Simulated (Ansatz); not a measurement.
MgTiNO:
```xyz
16
Lattice="2.9770 0.0000 0.0000 0.0000 2.9770 0.0000 0.0000 0.0000 17.0589" Properties=species:S:1:pos:R:3 pbc="T T T"
Ti     1.4885     0.0000    13.9439
N      0.0000     1.4885    13.8414
Ti     0.0000     1.4885    15.9975
N      1.4885     0.0000    15.9972
Ti     1.4885     0.0000     1.0614
N      0.0000     1.4885     1.0617
Ti     0.0000     1.4885     3.1150
N      1.4885     0.0000     3.2175
Mg     1.4885     0.0000     5.3706
O      0.0000     1.4885     5.3750
Mg     0.0000     1.4885     7.4780
O      1.4885     0.0000     7.4777
Mg     1.4885     0.0000     9.5809
O      0.0000     1.4885     9.5812
Mg     0.0000     1.4885    11.6882
O      1.4885     0.0000    11.6839
```

Relaxed with r²SCAN. Special points in fractions of this cell's reciprocal vectors: Γ (0.000, 0.000, 0.000); X (0.000, 0.500, 0.000); M (0.500, 0.500, 0.000); Z (0.000, 0.000, 0.500); R (0.000, 0.500, 0.500); A (0.500, 0.500, 0.500).

Q: List the band energies nearest the Fermi level at these points for r²SCAN (plane waves, PAW; program Ansatz).

A: In eV from the Fermi level; about four levels below and three above (degenerate sets whole), none deeper than 8.9 eV; points with the same levels are listed once.

| k | below | above |
|---|---|---|
| Γ | -1.54 -0.86 -0.19 -0.19 | 0.74 0.98 1.01 |
| X | -4.61 -4.61 -4.60 -4.60 | 1.17 1.17 1.53 1.53 |
| M | -2.43 -2.43 -0.42 -0.42 | 1.48 1.48 2.10 2.10 |
| Z | -1.54 -0.86 -0.19 -0.19 | 0.74 0.98 1.07 1.07 |
| A | -2.42 -2.42 -0.42 -0.42 | 1.48 1.48 2.11 2.11 |

Space group P4/nmm. The start of the workflow was typed in or built on a structure type; neither database checked (COD, Materials Project) lists it. Whether it is the stable phase at ambient conditions was not checked. The cell was relaxed with r²SCAN under the symmetry of its start; whether a distortion lowers the energy is not shown. The workflow began spin-polarised and lost its moments. The compound may be a true metal, but semilocal functionals without U, or a wrong spin order, can also close a gap.

Potentials: the earlier of the program's two PAW sets.
